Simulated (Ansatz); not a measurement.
Given:

Y₂InCu₂:
```cif
data_Cu4In2Y4
_chemical_formula_sum 'Y4 In2 Cu4'
_space_group_name_H-M_alt 'P 1'
_space_group_IT_number 1
_cell_length_a 7.53093
_cell_length_b 7.53093
_cell_length_c 3.71799
_cell_angle_alpha 90.000
_cell_angle_beta 90.000
_cell_angle_gamma 90.000
loop_
_space_group_symop_operation_xyz
  'x, y, z'
loop_
_atom_site_label
_atom_site_type_symbol
_atom_site_fract_x
_atom_site_fract_y
_atom_site_fract_z
_atom_site_occupancy
Y1 Y 0.67382 0.17382 0.50000 1
Y2 Y 0.32618 0.82618 0.50000 1
Y3 Y 0.82618 0.67382 0.50000 1
Y4 Y 0.17382 0.32618 0.50000 1
In1 In 0.50000 0.50000 0.00000 1
In2 In 0.00000 0.00000 0.00000 1
Cu1 Cu 0.11835 0.61835 0.00000 1
Cu2 Cu 0.88165 0.38165 0.00000 1
Cu3 Cu 0.38165 0.11835 0.00000 1
Cu4 Cu 0.61835 0.88165 0.00000 1
```

This is the r²SCAN-relaxed structure.

Question: All from r²SCAN in the plane-wave PAW code Ansatz, unless another level is named. Predict the formation energy from the elements (no fitted shifts).

Answer: -43 kJ/mol of atoms.

Question: And the density of states at the Fermi level?

Answer: 0.81 states/eV per atom (mean over ±0.08 eV).

Space group P4/mbm. The workflow started from a Materials Project entry (that database holds measured and hypothetical structures alike); the Crystallography Open Database copy checked does not list it. Whether it is the stable phase at ambient conditions was not checked. The r²SCAN relaxation kept the symmetry of its start; its stability against distortions is not shown here. No spin polarisation was allowed. The references are the lowest solids computed at this level, not always the standard phases. Scalar-relativistic: spin–orbit coupling is off unless named, which matters more the heavier the elements.

Potentials: the later of the program's two PAW sets.
